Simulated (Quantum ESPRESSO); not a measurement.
In2Cu4PtRu, input and log of a self-consistent run

A calculation, not a measurement. The program is pw.x of Quantum ESPRESSO 7.5 (plane-wave density functional theory). The cell is made up: eight metal atoms on a face-centred cubic lattice, with elements, volume, strain and displacements drawn at random and not relaxed, so it may be unstable or far from any real phase. PseudoDojo standard norm-conserving files set the functional (PBE unless stated); there is no spin polarisation or spin-orbit coupling, the Fermi-Dirac width of 0.25 eV means electrons at about 2900 K, and the masses in the input are unused placeholders. The copper pseudopotential is less sure than most, with forces differing by about three percent and pressure by about two GPa from a second method on plain copper. Heavy elements are run without spin-orbit coupling, which real alloys of them have. A spin test at this wide smearing found no moment, but such smearing suppresses magnetism that the real alloy may have.

Input:

```
&control calculation='scf', pseudo_dir='./dojo.nc.sr.pbe.v0_5.standard.upf', outdir='./o', disk_io='minimal', tprnfor=.true., tstress=.true. /
&system ibrav=0, nat=8, ntyp=4, nbnd=78, ecutwfc=92.02030273, nosym=.true., tot_charge=0,
 occupations='smearing', smearing='fd', degauss=0.0183746611
/
&electrons conv_thr=1.470e-08, electron_maxstep=70, mixing_beta=0.5 /
ATOMIC_SPECIES
Cu 1.0 Cu.upf
In 1.0 In.upf
Pt 1.0 Pt.upf
Ru 1.0 Ru.upf
CELL_PARAMETERS angstrom
0.001 3.9842 4.0601
4.0038 0.042 4.0189
4.0161 3.9555 0.0299
ATOMIC_POSITIONS angstrom
In -0.0958 0.1034 0.0371
Cu 2.0789 1.9387 0.0706
Pt 1.9678 0.0179 2.103
In 4.0563 1.9822 1.9499
Cu -0.0714 2.0203 1.9857
Cu 2.1207 3.9257 2.055
Cu 2.0527 2.2014 4.0783
Ru 3.8555 4.1181 4.0448
K_POINTS automatic
5 5 5 1 1 1
```

The log is shortened where brackets say so; the opening notice, blank lines, dates and the lines on written files are dropped, and the path of the files is cut. It prints rydbergs, bohrs and kilobars, and counts compression as positive stress. Its total energy is the free energy E - TS of the whole cell.

```
     Program PWSCF v.7.5
     Parallel version (MPI & OpenMP), running on       4 processor cores
     Number of MPI processes:                 4
     Threads/MPI process:                     1
     [start-up lines left out]
     bravais-lattice index     =            0
     lattice parameter (alat)  =      10.7496  a.u.
     unit-cell volume          =     859.9297 (a.u.)^3
     number of atoms/cell      =            8
     number of atomic types    =            4
     number of electrons       =       136.00
     number of Kohn-Sham states=           78
     kinetic-energy cutoff     =      92.0203  Ry
     charge density cutoff     =     368.0812  Ry
     scf convergence threshold =      1.5E-08
     mixing beta               =       0.5000
     number of iterations used =            8  plain     mixing
     Exchange-correlation= PBE
                           (   1   4   3   4   0   0   0)
     [axes and pseudopotential details left out]
   Cartesian axes
     site n.     atom                  positions (alat units)
         1        In     tau(   1) = (  -0.0168412   0.0181772   0.0065220  )
         2        Cu     tau(   2) = (   0.3654610   0.3408145   0.0124112  )
         3        Pt     tau(   3) = (   0.3459301   0.0031467   0.3696976  )
         4        In     tau(   4) = (   0.7130787   0.3484616   0.3427834  )
         5        Cu     tau(   5) = (  -0.0125518   0.3551594   0.3490768  )
         6        Cu     tau(   6) = (   0.3728092   0.6901198   0.3612595  )
         7        Cu     tau(   7) = (   0.3608551   0.3869959   0.7169462  )
         8        Ru     tau(   8) = (   0.6777790   0.7239429   0.7110571  )
     number of k points=    63  Fermi-Dirac smearing, width (Ry)=  0.0184
                       cart. coord. in units 2pi/alat
        k(    1) = (   0.0709184   0.0712755   0.0701452), wk =   0.0320000
        k(    2) = (   0.2123527   0.2163724  -0.0722741), wk =   0.0320000
     [further k points left out]
     Dense  grid:   102595 G-vectors     FFT dimensions: (  72,  72,  72)
     Estimated max dynamical RAM per process >     445.07 MB
     Estimated total dynamical RAM >       1.67 GB
     Initial potential from superposition of free atoms
     starting charge     135.9900, renormalised to     136.0000
     Starting wfcs are   78 randomized atomic wfcs
     total cpu time spent up to now is       11.7 secs
     per-process dynamical memory:   352.2 Mb
     Self-consistent Calculation
     iteration #  1     ecut=    92.02 Ry     beta= 0.50
     Davidson diagonalization with overlap
     ethr =  1.00E-02,  avg # of iterations =  5.7
     total cpu time spent up to now is       48.1 secs
     total energy              =   -2244.29886454 Ry
     estimated scf accuracy    <       3.01521573 Ry
     iteration #  2     ecut=    92.02 Ry     beta= 0.50
     Davidson diagonalization with overlap
     ethr =  2.22E-03,  avg # of iterations =  2.5
     total cpu time spent up to now is       80.6 secs
     total energy              =   -2244.43778095 Ry
     estimated scf accuracy    <      15.05602333 Ry
     iteration #  3     ecut=    92.02 Ry     beta= 0.50
     Davidson diagonalization with overlap
     ethr =  2.22E-03,  avg # of iterations =  2.8
     total cpu time spent up to now is      111.2 secs
     total energy              =   -2245.58586920 Ry
     estimated scf accuracy    <       3.57711772 Ry
     iteration #  4     ecut=    92.02 Ry     beta= 0.50
     Davidson diagonalization with overlap
     ethr =  2.22E-03,  avg # of iterations =  2.0
     total cpu time spent up to now is      137.2 secs
     total energy              =   -2245.92098491 Ry
     estimated scf accuracy    <       0.37613905 Ry
     iteration #  5     ecut=    92.02 Ry     beta= 0.50
     Davidson diagonalization with overlap
     ethr =  2.77E-04,  avg # of iterations =  2.0
     total cpu time spent up to now is      164.2 secs
     total energy              =   -2245.94483319 Ry
     estimated scf accuracy    <       0.06533104 Ry
     [iterations 6 to 9 left out]
     iteration # 10     ecut=    92.02 Ry     beta= 0.50
     Davidson diagonalization with overlap
     ethr =  3.03E-07,  avg # of iterations =  1.4
     total cpu time spent up to now is      305.7 secs
     total energy              =   -2245.95870114 Ry
     estimated scf accuracy    <       0.00007668 Ry
     iteration # 11     ecut=    92.02 Ry     beta= 0.50
     Davidson diagonalization with overlap
     ethr =  5.64E-08,  avg # of iterations =  2.0
     total cpu time spent up to now is      335.1 secs
     total energy              =   -2245.95871189 Ry
     estimated scf accuracy    <       0.00000087 Ry
     iteration # 12     ecut=    92.02 Ry     beta= 0.50
     Davidson diagonalization with overlap
     ethr =  6.41E-10,  avg # of iterations =  4.3
     total cpu time spent up to now is      370.7 secs
     total energy              =   -2245.95871207 Ry
     estimated scf accuracy    <       0.00000103 Ry
     iteration # 13     ecut=    92.02 Ry     beta= 0.50
     Davidson diagonalization with overlap
     ethr =  6.41E-10,  avg # of iterations =  2.0
     total cpu time spent up to now is      400.2 secs
     total energy              =   -2245.95871225 Ry
     estimated scf accuracy    <       0.00000027 Ry
     iteration # 14     ecut=    92.02 Ry     beta= 0.50
     Davidson diagonalization with overlap
     ethr =  2.01E-10,  avg # of iterations =  1.6
     total cpu time spent up to now is      426.8 secs
     End of self-consistent calculation
     [lines on levels left out]
!    total energy              =   -2245.95871228 Ry
     estimated scf accuracy    <          8.6E-09 Ry
     smearing contrib. (-TS)   =      -0.07941037 Ry
     internal energy E=F+TS    =   -2245.87930190 Ry
     The total energy is F=E-TS. E is the sum of the following terms:
     one-electron contribution =   -1138.21357396 Ry
     hartree contribution      =     653.08552426 Ry
     xc contribution           =    -348.42493160 Ry
     ewald contribution        =   -1412.32632060 Ry
     convergence has been achieved in  14 iterations
     Forces acting on atoms (cartesian axes, Ry/au):
     atom    1 type  2   force =     0.01629845   -0.00234755   -0.00396964
     atom    2 type  1   force =    -0.02657508    0.01601908   -0.00939348
     atom    3 type  3   force =    -0.01069761    0.01033119   -0.00045231
     atom    4 type  2   force =     0.00817957    0.00058885    0.02281244
     atom    5 type  1   force =     0.00734407    0.00753021    0.00720250
     atom    6 type  1   force =    -0.02642291    0.00882376    0.00409927
     atom    7 type  1   force =    -0.00756865   -0.01051946   -0.00822800
     atom    8 type  4   force =     0.03944216   -0.03042609   -0.01207078
     Total force =     0.077234     Total SCF correction =     0.000734
     Computing stress (Cartesian axis) and pressure
          total   stress  (Ry/bohr**3)                   (kbar)     P=      -30.59
  -0.00030796  -0.00000044  -0.00003056          -45.30       -0.06       -4.50
  -0.00000044  -0.00016569  -0.00022627           -0.06      -24.37      -33.29
  -0.00003056  -0.00022627  -0.00015011           -4.50      -33.29      -22.08
     init_run     :     11.13s CPU     11.52s WALL (       1 calls)
     electrons    :    407.63s CPU    415.20s WALL (       1 calls)
     forces       :      3.14s CPU      3.17s WALL (       1 calls)
     stress       :     11.72s CPU     11.72s WALL (       1 calls)
     [timing details left out]
     PWSCF        :   7m13.76s CPU   7m21.86s WALL
     JOB DONE.
```

In other units: free energy -30557.825 eV for the cell, pressure -3.06 GPa, largest force component 1.014 eV/Å in size. The run took 444 s of wall time with four MPI processes on a shared machine (Intel Xeon, 2023 or later, virtual cores), so the time is rough. A rerun of this cell at a higher cutoff and on a denser mesh moved values by no more than 0.002 eV in energy, 0.08 GPa in stress and 0.003 eV/Å in force, and a second program with other atomic files agreed on that cell to 2 % rms in force and 0.5 GPa in pressure.